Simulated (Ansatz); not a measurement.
Input file for Ansatz (a program for electronic structure):

Ansatz 0.2 input:
```yaml
crystal:
  lattice:
    - [0.0, 3.1231412296, 3.1231412296]
    - [3.1231412296, 0.0, 3.1231412296]
    - [3.1231412296, 3.1231412296, 0.0]
  atoms:
    - { symbol: Ba, position: [0.0, 0.0, 0.0] }
    - { symbol: F, position: [0.25, 0.25, 0.25] }
    - { symbol: F, position: [0.75, 0.75, 0.75] }
kpoints:
  mp_grid: { grid: [6, 6, 6] }
  band_path:
    path:
      - [[0.0, 0.0, 0.0], [0.5, 0.0, 0.5], [0.625, 0.25, 0.625]]  # Γ-X-U
      - [[0.375, 0.375, 0.75], [0.0, 0.0, 0.0], [0.5, 0.5, 0.5], [0.5, 0.25, 0.75], [0.5, 0.0, 0.5]]  # K-Γ-L-W-X
      - [VBM, CBM]
    npoints: 12
basis: { xc_grid: 2 }
hamiltonian:
  xc: pbe
  pseudopotentials: { kind: paw }
magnetization: { noncollinear: true, spin_orbit: true }
scf:
  n_extra_bands: 12
  convergence: { dr2_threshold: 0.0000000001 }
  occupations: { method: gaussian, width: 0.01 }
checkpoint: { write: soc.run }
output: { eigenvalues: true }
```

Output (shortened):

```
Pseudopotentials: kind: paw_fr
Pseudopotential: Ba, paw_fr, valence charge 10
Pseudopotential: F, paw_fr, valence charge 7
Functional definition: PBE
non-collinear run that drives no moment, with spin-orbit …
Crystal: 3 atoms, lattice volume = 60.926 Å³
Basis set: ecut = 420 eV, 1243 PW (Γ), exchange–correlation on 60×60×60 points (8 copies of the dense FFT grid, shifted against one another)
Bands: 36, of which v1, the nominal top of the filled ones, is band 24 counted from 1 (23 counted from 0)
Symmetry: 48 space group operations + 48 with time reversal
k-points: 16 of 216
Projection manifold: j_resolved (fully-relativistic pseudo-atomic orbitals)
Initial density: superposition of atomic densities (chi_scale 0.1, normalization cell, long waves kept (reshape's long-wave potential 0.00 eV rms))
Initial wavefunctions: pseudopotential atomic-orbital guess
Eigensolver: davidson
Functional: x = pbe(κ = 0.804, μ = 0.2195149727645171), c = pbe(β = 0.06672455060314922)
SCF iter   1: F=—  HF=-7580.035199 eV  |F-HF|=—  |Δ(HF+E_count)|=         —  Δρ=1.41e-1  dr2=1.09e1  dr2_m=0.00e0 (ungated)  ethr=3.10e-3  |M|=0.00e0 ∫|m|=0.00e0 μB  |m|>n=0.0e0 m-floor=0.0e0 τ_xc=0.0e0  β_m=0.30  ⟨swp⟩=13.8  Hψ=2416  notcnv=0  defer=30
all-band conjugate gradients solve this SCF's bands
preconditioner: auto → none
SCF iter   2: F=—  HF=-7577.284889 eV  |F-HF|=—  |Δ(HF+E_count)|=    2.75e0  Δρ=3.00e-2  dr2=6.88e-1  dr2_m=0.00e0 (ungated)  ethr=3.10e-3  |M|=0.00e0 ∫|m|=0.00e0 μB  |m|>n=0.0e0 m-floor=0.0e0 τ_xc=0.0e0  β_m=0.30  ⟨swp⟩=4.6  Hψ=844  notcnv=0  defer=76
SCF iter   3: F=—  HF=-7577.164305 eV  |F-HF|=—  |Δ(HF+E_count)|=   1.21e-1  Δρ=1.45e-2  dr2=2.24e-1  dr2_m=0.00e0 (ungated)  ethr=2.87e-3  |M|=0.00e0 ∫|m|=0.00e0 μB  |m|>n=0.0e0 m-floor=0.0e0 τ_xc=0.0e0  β_m=0.50  ⟨swp⟩=3.5  Hψ=471  notcnv=0  defer=76
SCF iter   4: F=—  HF=-7577.169347 eV  |F-HF|=—  |Δ(HF+E_count)|=   5.04e-3  Δρ=3.39e-3  dr2=5.36e-3  dr2_m=0.00e0 (ungated)  ethr=9.34e-4  |M|=0.00e0 ∫|m|=0.00e0 μB  |m|>n=0.0e0 m-floor=0.0e0 τ_xc=0.0e0  β_m=0.66  ⟨swp⟩=3.1  Hψ=542  notcnv=0  defer=76
SCF iter   5: F=—  HF=-7577.175024 eV  |F-HF|=—  |Δ(HF+E_count)|=   5.68e-3  Δρ=8.30e-4  dr2=4.41e-4  dr2_m=0.00e0 (ungated)  ethr=2.23e-5  |M|=0.00e0 ∫|m|=0.00e0 μB  |m|>n=0.0e0 m-floor=0.0e0 τ_xc=0.0e0  β_m=0.65  ⟨swp⟩=3.9  Hψ=593  notcnv=0  defer=76
SCF iter   6: F=—  HF=-7577.174897 eV  |F-HF|=—  |Δ(HF+E_count)|=   1.28e-4  Δρ=1.18e-4  dr2=1.12e-5  dr2_m=0.00e0 (ungated)  ethr=1.84e-6  |M|=0.00e0 ∫|m|=0.00e0 μB  |m|>n=0.0e0 m-floor=0.0e0 τ_xc=0.0e0  β_m=0.83  ⟨swp⟩=2.8  Hψ=440  notcnv=0  defer=76
SCF iter   7: F=—  HF=-7577.174897 eV  |F-HF|=—  |Δ(HF+E_count)|=   7.08e-9  Δρ=5.20e-5  dr2=2.15e-6  dr2_m=0.00e0 (ungated)  ethr=4.65e-8  |M|=0.00e0 ∫|m|=0.00e0 μB  |m|>n=0.0e0 m-floor=0.0e0 τ_xc=0.0e0  β_m=0.72  ⟨swp⟩=2.1  Hψ=417  notcnv=0  defer=76
SCF iter   8: F=—  HF=-7577.174895 eV  |F-HF|=—  |Δ(HF+E_count)|=   1.48e-6  Δρ=1.67e-5  dr2=2.26e-7  dr2_m=0.00e0 (ungated)  ethr=8.97e-9  |M|=0.00e0 ∫|m|=0.00e0 μB  |m|>n=0.0e0 m-floor=0.0e0 τ_xc=0.0e0  β_m=0.86  ⟨swp⟩=2.9  Hψ=435  notcnv=0  defer=76
SCF iter  10: F=-7577.174895 eV  HF=-7577.174895 eV  |F-HF|=4.18e-11  |Δ(HF+E_count)|=   1.92e-9  Δρ=3.04e-7  dr2=4.66e-11  dr2_m=0.00e0 (ungated)  ethr=1.00e-12  |M|=0.00e0 ∫|m|=0.00e0 μB  |m|>n=0.0e0 m-floor=0.0e0 τ_xc=0.0e0  ⟨swp⟩=17.4  Hψ=1959  notcnv=0
SCF 1 converged in 10 iterations: F = -7577.174895 eV  dr2 = 4.66e-11
NSCF: frozen V_eff on 16 k-points
NSCF: frozen V_eff on 16 k-points
NSCF: frozen V_eff on 16 k-points
NSCF: frozen V_eff on 9 k-points
NSCF: frozen V_eff on 2 k-points
NSCF: frozen V_eff on 13 k-points
NSCF: frozen V_eff on 12 k-points
NSCF: frozen V_eff on 11 k-points
NSCF: frozen V_eff on 6 k-points
NSCF: frozen V_eff on 6 k-points
NSCF: frozen V_eff on 87 k-points
SCF converged after 10 iterations
Magnetization: |M| = 0.0000 μB,  M = (+0.0000, +0.0000, +0.0000) μB
Absolute magnetization: 0.0000 μB (∫|m|)
  site 0: m = (+0.0000, +0.0000, +0.0000) μB, |m| = 0.0000 μB  (R = 1.12 Å)
  site 1: m = (+0.0000, +0.0000, +0.0000) μB, |m| = 0.0000 μB  (R = 1.12 Å)
  site 2: m = (+0.0000, +0.0000, +0.0000) μB, |m| = 0.0000 μB  (R = 1.12 Å)
Free energy (F): -7577.174895 eV
Harris-Foulkes:  -7577.174895 eV  (|F-HF|=4.18e-11)
Internal energy: -7577.174895 eV  (E = F + TS)
E sigma→0 (E₀):  -7577.174895 eV
Fermi energy:    6.290433 eV
--- Per-component energies (eV) ---
  E_band       = -106.971070
  E_kinetic    = 583.161902
  E_local      = -1566.003627  (includes V_loc(G=0)·N_el)
  E_nonlocal   = 203.385932
  E_hartree    = 591.542773
  E_xc         = -329.886039
  E_vxc        = -342.857564  (∫ρ·V_xc dr)
  E_paw        = -5631.077888  (= ΣΔE_a)
  E_vpaw       = -167.747593  (= ΣTr[D̂ρ^β])
  E_aug_tail   = 0.004121  (compensation charges beyond the density's cutoff)
  E_ewald      = -1428.302069
  E_smearing   =  0.000000  (= −TS)
  E_closure    =  0.000000  (closes the sum)
  Σ components = -7577.174895   (vs F -7577.174895, Δ=0.00e0)
  [band-id]    e_kinetic+e_local+e_nonlocal+2·e_hartree+e_vxc+e_vpaw+e_augmentation_tail = -106.971283   (vs E_band -106.971070, Δ=-2.12e-4)
--- Band table (eV; the first three rows and the last of 16) ---
  k-point 0: bands = ["-20.0842", "-20.0842", "-15.9719", "-15.9719", "-15.9320", "-15.9320", "-6.3969", "-6.3969", "-4.3558", "-4.3558", "-4.3558", "-4.3558", "1.4874", "1.4874", "1.5296", "1.5296", "1.5296", "1.5296", "2.7591", "2.7591", "2.8834", "2.8834", "2.8834", "2.8834", "9.6581", "9.6581", "12.1140", "12.1140", "12.1140", "12.1140", "14.1865", "14.1865", "14.1865", "14.1865", "14.2735", "14.2735"]
  k-point 1: bands = ["-20.0384", "-20.0384", "-16.0021", "-16.0021", "-15.9825", "-15.9825", "-6.4220", "-6.4220", "-4.4097", "-4.4097", "-4.4003", "-4.4003", "1.6038", "1.6038", "1.6383", "1.6383", "1.7761", "1.7761", "2.6497", "2.6497", "2.7885", "2.7885", "2.8559", "2.8559", "10.2410", "10.2410", "12.0855", "12.0855", "12.0867", "12.0867", "13.8792", "13.8792", "14.2104", "14.2104", "14.2678", "14.2678"]
  k-point 2: bands = ["-19.9421", "-19.9421", "-16.1266", "-16.1266", "-16.0246", "-16.0246", "-6.4691", "-6.4691", "-4.5056", "-4.5056", "-4.4852", "-4.4852", "1.8010", "1.8010", "1.8360", "1.8360", "2.2930", "2.2930", "2.4079", "2.4079", "2.7102", "2.7102", "2.8235", "2.8235", "11.3112", "11.3112", "12.0740", "12.0740", "12.0812", "12.0812", "13.1650", "13.1650", "14.3080", "14.3080", "14.3484", "14.3484"]
  k-point 15: bands = ["-19.8237", "-19.8237", "-16.2197", "-16.2197", "-16.1297", "-16.1297", "-6.5330", "-6.5330", "-4.7179", "-4.7179", "-4.4609", "-4.4609", "1.6698", "1.6698", "2.3822", "2.3822", "2.5749", "2.5749", "2.6272", "2.6272", "2.6459", "2.6459", "2.7572", "2.7572", "10.3843", "10.3843", "12.2677", "12.2677", "12.8783", "12.8783", "13.3832", "13.3832", "14.8050", "14.8050", "15.2279", "15.2279"]
  band table: 36 of 36 bands, residual norms ≤ 1.0e-3 eV
```

Cost: roughly 50 core-seconds on shared cores.

Space group Fm-3m (fluorite). Symmetry was held in the PBE relaxation.

Potentials: the later of the program's two PAW sets.

Ansatz is a plane-wave DFT program.
